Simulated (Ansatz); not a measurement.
An input for the plane-wave PAW code Ansatz:

```yaml
crystal:
  lattice:
    - [3.687415633, 0.0, 0.0]
    - [-1.8437078165, 3.1933956125, 0.0]
    - [0.0, 0.0, 11.7639016617]
  atoms:
    - { symbol: Nd, position: [0.0, 0.0, 0.0], spin: 3.52, spin_axis: [0.0, 0.0, 1.0] }
    - { symbol: Nd, position: [0.0, 0.0, 0.5], spin: 3.52, spin_axis: [0.0, 0.0, 1.0] }
    - { symbol: Nd, position: [0.3333333333, 0.6666666667, 0.25], spin: 3.5, spin_axis: [0.0, 0.0, 1.0] }
    - { symbol: Nd, position: [0.6666666667, 0.3333333333, 0.75], spin: 3.5, spin_axis: [0.0, 0.0, 1.0] }
basis:
  ecutwfc: 420
  ecutrho_ratio: 4
kpoints:
  mp_grid: { grid: [14, 14, 4] }
  band_path:
    path:
      - [[0.0, 0.0, 0.0], [0.5, 0.0, 0.0], [0.33333333, 0.33333333, 0.0], [0.0, 0.0, 0.0], [0.0, 0.0, 0.5], [0.5, 0.0, 0.5], [0.33333333, 0.33333333, 0.5], [0.0, 0.0, 0.5]]
      - [[0.5, 0.0, 0.5], [0.5, 0.0, 0.0]]
      - [[0.33333333, 0.33333333, 0.5], [0.33333333, 0.33333333, 0.0]]
    npoints: 10
hamiltonian:
  xc: pbe
scf:
  occupations: { method: gaussian, width: 0.05 }
  lower_state_search: "off"
  n_extra_bands: 100
output:
  forces: true
  stress: true
  eigenvalues: true
  populations: true
  hubbard: { sites: [{ species: Nd, l: f }] }
  dos: { projected: true, de: 0.02, nscf_kmesh: { grid: [21, 21, 6] } }
  bader: true
magnetization:
  noncollinear: true
  spin_orbit: true
checkpoint:
  read: start.run
```

The folder start.run holds the converged state of an earlier run on the same cell; the run starts from that state's density and uses only the symmetry operations that the state has.

What will the run give?

Pressure 0.0 GPa, gap on the mesh zero (metallic), site spin moments Nd 3.20, 3.18 μB (PBE+SOC). On the Nd 4f shell the spin moment is 3.33 μB and the orbital moment 1.52 μB, opposed to it, 1.81 μB net (projected on atomic orbitals, along the moments' axis). On the Nd 4f shell the spin moment is 3.33 μB and the orbital moment 1.34 μB, opposed to it, 1.99 μB net (projected on atomic orbitals, along the moments' axis).

The output:

```
Nd: projections on atomic orbitals take those of the free atom [Kr 4d10] 4f4 5s2 5p6 5d0 6s2, of charge +0.00 (hamiltonian.pseudopotentials.projection_atoms); the dataset's partial waves leave at most 1.0e-3 of an orbital's norm unspanned inside its sphere
scf.n_extra_bands = 100 over 56 filled bands (N_el = 56.0): the run solves 156 bands
Pseudopotentials: kind: paw_fr
Pseudopotential: Nd, paw_fr, valence charge 14, recommended cutoff 420 eV (normal), Nd.paw.azcp#standard-fr
Crystal: 4 atoms, lattice volume = 138.524 Å³
Basis set: ecut = 420 eV, 2739 PW (Γ), exchange–correlation on 50×50×160 points (8 copies of the dense FFT grid, shifted against one another)
Bands: 156, of which v1, the nominal top of the filled ones, is band 56 counted from 1 (55 counted from 0)
Symmetry: 12 space group operations + 12 with time reversal
Magnetic group: BNS 194.270 (UNI 1500), of the structure as read, at distance tolerance 5.2e-5 Å
k-points: 72 of 784 (time reversal used)
Projection manifold: j_resolved (fully-relativistic pseudo-atomic orbitals)
Initial density: read from a saved state, or passed on in memory by an earlier SCF of this step, an earlier step, the calling program or the single point that the run made first
Starting moments: Σ|m| = 14.04 μB on 4 of 4 sites; this step starts from the density that it was given
Initial wavefunctions: pseudopotential atomic-orbital guess
Functional: x = pbe(κ = 0.804, μ = 0.21951), c = pbe(β = 0.06672)
iter 1 solved again at ethr=2.28e-6 eV; its pass at ethr=3.10e-3 eV (dr2=1.27e-3 eV) is discarded
```

```
SCF iter   1: F=—  HF=-29352.171100 eV  |F-HF|=—  |Δ(HF+E_count)|=         —  Δρ=7.17e-7  dr2=6.25e-10  dr2_m=5.04e-11  ethr=2.28e-6  |M|=1.60e1 ∫|m|=1.60e1 μB  |m|>n=0.0e0 m-floor=0.0e0 τ_xc=1.1e-1 mc-row=0.0e0  β_m=0.30  ⟨swp⟩=7.1  Hψ=86740  notcnv=0  defer=2
SCF iter   2: F=—  HF=-29352.171140 eV  |F-HF|=—  |Δ(HF+E_count)|=   4.00e-5  Δρ=8.01e-7  dr2=1.08e-9  dr2_m=2.04e-10  ethr=1.12e-12  |M|=1.60e1 ∫|m|=1.60e1 μB  |m|>n=0.0e0 m-floor=0.0e0 τ_xc=1.1e-1 mc-row=0.0e0  β_m=0.30  ⟨swp⟩=10.8  Hψ=61688  notcnv=0
SCF iter   3: F=-29352.171140 eV  HF=-29352.171140 eV  |F-HF|=1.19e-9  |Δ(HF+E_count)|=  3.27e-11  Δρ=7.38e-7  dr2=1.16e-9  dr2_m=1.62e-10  ethr=1.12e-12  |M|=1.60e1 ∫|m|=1.60e1 μB  |m|>n=0.0e0 m-floor=0.0e0 τ_xc=1.1e-1 mc-row=0.0e0  ⟨swp⟩=1.1  Hψ=23196  notcnv=0
```

```
SCF 1 converged in 3 iterations: F = -29352.171140 eV  dr2 = 1.16e-9
NSCF: frozen V_eff on 93 k-points
NSCF: frozen V_eff on 192 k-points
SCF converged after 3 iterations
Magnetization: |M| = 15.9868 μB,  M = (+0.0000, +0.0000, +15.9868) μB
Absolute magnetization: 16.0668 μB (∫|m|, with the PAW one-centre terms)
  site 0: m = ( 0.0000,  0.0000, +3.6914) μB, |m| = 3.6914 μB  (R = 1.50 Å)
  site 1: m = (+0.0000, +0.0000, +3.6914) μB, |m| = 3.6914 μB  (R = 1.50 Å)
  site 2: m = ( 0.0000,  0.0000, +3.6332) μB, |m| = 3.6332 μB  (R = 1.50 Å)
  site 3: m = ( 0.0000, +0.0000, +3.6332) μB, |m| = 3.6332 μB  (R = 1.50 Å)
Free energy (F): -29352.171140 eV
E sigma→0 (E₀):  -29352.162163 eV
Entropy (-TS):   -0.017954 eV (-4.489 meV/atom)
Fermi energy:    11.829803 eV
--- Per-component energies (eV) ---
  E_band       = -77.784685
  E_kinetic    = 1431.920630
  E_local      = -3064.008375  (includes V_loc(G=0)·N_el)
  E_nonlocal   = 210.038923
  E_hartree    = 1212.026461
  E_xc         = -890.569704
  E_vxc        = -960.873480  (∫ρ·V_xc dr)
  E_paw        = -23250.307082  (= ΣΔE_a)
  E_vpaw       = -118.915661  (= ΣTr[D̂ρ^β])
  E_aug_tail   = -0.000001  (compensation charges beyond the density's cutoff)
  E_ewald      = -5001.254040
  E_smearing   = -0.017954  (= −TS)
--- Forces (eV/Å), atoms counted from 1 ---
  atom   1  Nd     0.00000000     0.00000000     0.00000000
  atom   2  Nd     0.00000000     0.00000000     0.00000000
  atom   3  Nd     0.00000000     0.00000000     0.00000000
  atom   4  Nd     0.00000000     0.00000000     0.00000000
--- Stress (GPa, compression-positive) ---
       -0.044370       0.000000       0.000000
        0.000000      -0.044370       0.000000
        0.000000       0.000000       0.042915
  P = ⅓ Tr σ = -0.0153 GPa (-0.153 kbar)
--- Löwdin populations: 4 sites ---
  site symbol       q [e]
     0     Nd     13.9971
     1     Nd     13.9971
     2     Nd     13.9780
     3     Nd     13.9780
--- Bader charges: 4 sites ---
  site symbol  charge [e]  shift [e]  m_x [muB]  m_y [muB]  m_z [muB]
     0     Nd      0.0062     0.0000     0.0000     0.0000     4.0403
     1     Nd      0.0062     0.0000     0.0000     0.0000     4.0403
     2     Nd     -0.0062     0.0000     0.0000     0.0000     3.9547
     3     Nd     -0.0062     0.0000     0.0000     0.0000     3.9547
  estimated error of the sums over rays = 3.9e-4 e
--- Occupation matrices: 4 shells (Löwdin-built; ε = 2.00e-2, provisional) ---
  Nd0 f_4F spinor Tr n = 3.4761  λ = 0.002 0.003 0.003 0.003 0.006 0.006 0.007 0.095 0.097 0.127 0.192 0.977 0.979 0.981
  Nd1 f_4F spinor Tr n = 3.4761  λ = 0.002 0.003 0.003 0.003 0.006 0.006 0.007 0.095 0.097 0.127 0.192 0.977 0.979 0.981
  Nd2 f_4F spinor Tr n = 3.4762  λ = 0.003 0.003 0.003 0.003 0.005 0.005 0.006 0.071 0.094 0.121 0.237 0.967 0.977 0.981
  Nd3 f_4F spinor Tr n = 3.4762  λ = 0.003 0.003 0.003 0.003 0.005 0.005 0.006 0.071 0.094 0.121 0.237 0.967 0.977 0.981
```

Without a U the open 4f shell is pinned at the Fermi level, an artefact: in the real crystal it splits into occupied and empty levels away from it, and its large orbital moment is underestimated. Site moments are of spin, integrated over Gaussian weights of 0.5 Å, which gives about a tenth less on f atoms than spheres do. Only parallel moments were tried, so the real magnetic order may be another.

A lower state of the open shells can't be excluded, and forces and pressures are less sure for it.
